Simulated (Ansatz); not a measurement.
Ansatz input

```yaml
crystal:
  lattice:
    - [3.4226053158, 0.0, 0.0]
    - [-1.7113026579, 2.9640631506, 0.0]
    - [0.0, 0.0, 5.4725647906]
  atoms:
    - { symbol: Hg, position: [0.3333333333, 0.6666666667, 0.25] }
    - { symbol: Hg, position: [0.6666666667, 0.3333333333, 0.75] }
hamiltonian:
  xc: r2scan
  pseudopotentials:
    kind: paw_fr
    azcp:
      Hg: "pseudopotentials/Hg.paw.azcp"
basis:
  ecutwfc: 500
  fft_grid_basis: typed
kpoints:
  mp_grid: { grid: [11, 11, 6], shift: [0, 0, 0] }
magnetization:
  noncollinear: true
  spin_orbit: true
scf:
  occupations: { method: fermi_dirac, width: 0.1 }
```

Output

```
Engine: ansatz 0.2.0, x86_64-unknown-linux-gnu
Pseudopotentials: kind: paw_fr
Pseudopotential: Hg, paw_fr, valence charge 20, recommended cutoff 500 eV (meta_gga) 
Functional definition: r2SCAN
  parameter k0 = 0.174
  parameter k1 = 0.065
  parameter a1 = 4.9479
  exchange = r2scan_x(k0 = k0, k1 = k1, a1 = a1)
  correlation = r2scan_c
non-collinear run that drives no moment, with spin-orbit: no starting moment large enough to seed its density (crystal.atoms[].spin), no starting occupations that ask for one, no magnetisation constraint and no magnetic field, so the semilocal B_xc is pinned to zero
Crystal: 2 atoms, lattice volume = 55.518 Å³
Basis set: ecut = 500 eV, 1411 PW (Γ), exchange–correlation on 100×100×160 points (64 copies of the dense FFT grid, shifted against one another)
Bands: 48, of which v1, the nominal top of the filled ones, is band 40 counted from 1 (39 counted from 0)
Symmetry: 24 space group operations + 24 with time reversal
Magnetic group: BNS 194.264 (UNI 1494), of the structure as read, at distance tolerance 3.8e-5 Å
k-points: 64 of 726
Projection manifold: j_resolved (fully-relativistic pseudo-atomic orbitals)
Non-local potential: Hg, projectors of the file, l = 0: 3, l = 1: 4, l = 2: 4, l = 3: 2
PAW form: soft (Blöchl's): semilocal exchange-correlation on the pseudo side does not see the compensation charge
PAW frozen core: Hg, regenerated for the run's functional (the file was generated under x = pbe(κ = 0.804, μ = 0.2195149727645171), c = pbe(β = 0.06672455060314922))
PAW one-centre angular grid: Hg, 590 points (default); XC on 160 Gauss nodes
Initial density: superposition of atomic densities (chi_scale 0.1, normalization cell)
Initial wavefunctions: pseudopotential atomic-orbital guess
Functional: x = r2scan, c = r2scan; τ floored in thin density (d = 2e-4 eV/Å³)
iter 1 solved again at ethr=8.81e-5 eV; its pass at ethr=3.10e-3 eV (dr2=3.52e-2 eV) is discarded
SCF iter   1: F=—  HF=-27605.750122 eV  |F-HF|=—  |Δ(HF+E_count)|=         —  Δρ=9.88e-3  dr2=4.15e-2  dr2_τ=1.50e-3  dr2_m=0.00e0 (ungated)  ethr=8.81e-5  |M|=0.00e0 ∫|m|=0.00e0 μB  |m|>n=0.0e0 m-floor=0.0e0 τ_xc=0.0e0  β_m=0.30  ⟨swp⟩=1.4  Hψ=8543  notcnv=0
spin=Noncollinear: Resta preconditioning applied to the charge; magnetization (m_x, m_y, m_z) channels mix plain (no charge-response kernel on spin).
SCF iter   2: F=—  HF=-27605.749122 eV  |F-HF|=—  |Δ(HF+E_count)|=   1.00e-3  Δρ=7.15e-3  dr2=2.10e-2  dr2_τ=2.63e-4  dr2_m=0.00e0 (ungated)  ethr=8.81e-5  |M|=0.00e0 ∫|m|=0.00e0 μB  |m|>n=0.0e0 m-floor=0.0e0 τ_xc=0.0e0  β_m=0.65  ⟨swp⟩=1.0  Hψ=1536  notcnv=0
SCF iter   3: F=—  HF=-27605.750872 eV  |F-HF|=—  |Δ(HF+E_count)|=   1.75e-3  Δρ=1.27e-3  dr2=8.55e-4  dr2_τ=2.48e-5  dr2_m=0.00e0 (ungated)  ethr=5.26e-5  |M|=0.00e0 ∫|m|=0.00e0 μB  |m|>n=0.0e0 m-floor=0.0e0 τ_xc=0.0e0  β_m=0.80  ⟨swp⟩=2.1  Hψ=2183  notcnv=0
SCF iter   4: F=—  HF=-27605.751259 eV  |F-HF|=—  |Δ(HF+E_count)|=   3.87e-4  Δρ=4.14e-4  dr2=5.54e-5  dr2_τ=2.05e-6  dr2_m=0.00e0 (ungated)  ethr=2.14e-6  |M|=0.00e0 ∫|m|=0.00e0 μB  |m|>n=0.0e0 m-floor=0.0e0 τ_xc=0.0e0  β_m=0.88  ⟨swp⟩=2.0  Hψ=2302  notcnv=0
SCF iter   5: F=—  HF=-27605.751283 eV  |F-HF|=—  |Δ(HF+E_count)|=   2.38e-5  Δρ=5.80e-5  dr2=1.11e-6  dr2_τ=5.21e-8  dr2_m=0.00e0 (ungated)  ethr=1.39e-7  |M|=0.00e0 ∫|m|=0.00e0 μB  |m|>n=0.0e0 m-floor=0.0e0 τ_xc=0.0e0  β_m=0.94  ⟨swp⟩=2.0  Hψ=2325  notcnv=0
SCF iter   6: F=-27605.751286 eV  HF=-27605.751286 eV  |F-HF|=3.60e-8  |Δ(HF+E_count)|=   3.10e-6  Δρ=1.07e-5  dr2=5.65e-8  dr2_τ=1.40e-9  dr2_m=0.00e0 (ungated)  ethr=2.50e-10  |M|=0.00e0 ∫|m|=0.00e0 μB  |m|>n=0.0e0 m-floor=0.0e0 τ_xc=0.0e0  ⟨swp⟩=3.2  Hψ=4360  notcnv=0
SCF 1 converged in 6 iterations: F = -27605.751286 eV  dr2 = 5.65e-8
SCF converged after 6 iterations
Magnetization: |M| = 0.0000 μB,  M = (+0.0000, +0.0000, +0.0000) μB
Absolute magnetization: 0.0000 μB (∫|m|)
  site 0: m = (+0.0000, +0.0000, +0.0000) μB, |m| = 0.0000 μB  (R = 1.39 Å)
  site 1: m = (+0.0000, +0.0000, +0.0000) μB, |m| = 0.0000 μB  (R = 1.39 Å)
Free energy (F): -27605.751286 eV
Harris-Foulkes:  -27605.751286 eV  (|F-HF|=3.60e-8)
Internal energy: -27605.741763 eV  (E = F + TS)
E sigma→0 (E₀):  -27605.746524 eV
Entropy (-TS):   -0.009523 eV (-4.761 meV/atom)
Fermi energy:    11.384058 eV
--- Per-component energies (eV) ---
  E_band       = -933.806059
  E_kinetic    = 1211.659561
  E_local      = -5488.946006  (includes V_loc(G=0)·N_el)
  E_nonlocal   = 117.472829
  E_hartree    = 2339.432627
  E_xc         = -417.406462
  E_vxc        = -581.579117  (∫ρ·V_xc dr)
  E_paw        = -19873.875651  (= ΣΔE_a)
  E_vpaw       = -912.002897  (= ΣTr[D̂ρ^β])
  E_aug_tail   = 0.000720  (compensation charges beyond the density's cutoff)
  E_vtau       = 40.727814  (kinetic-family band-sum trace: ∫τ·v_τ [+ j·A + Jᵃ·Aᵃ] dr)
  E_ewald      = -5493.746222
  E_core_change = -0.333159  (= ΣΔE_core)
  E_smearing   = -0.009523  (= −TS)
  E_closure    = 0.000000  (closes the sum)
  Σ components = -27605.751286   (vs F -27605.751286, Δ=0.00e0)
```

Launched by

```sh
ansatz run input.yaml --threads 1 --pin off --max-ram 3584MiB --backend cpu --events-out ev --progress --plain --runs-dir out
```

On 1 thread of Intel(R) Xeon(R) Platinum 8259CL CPU @ 2.50GHz (Skylake/Cascade Lake) (shared host) this took about 45 s of wall time and 45 s of CPU time.
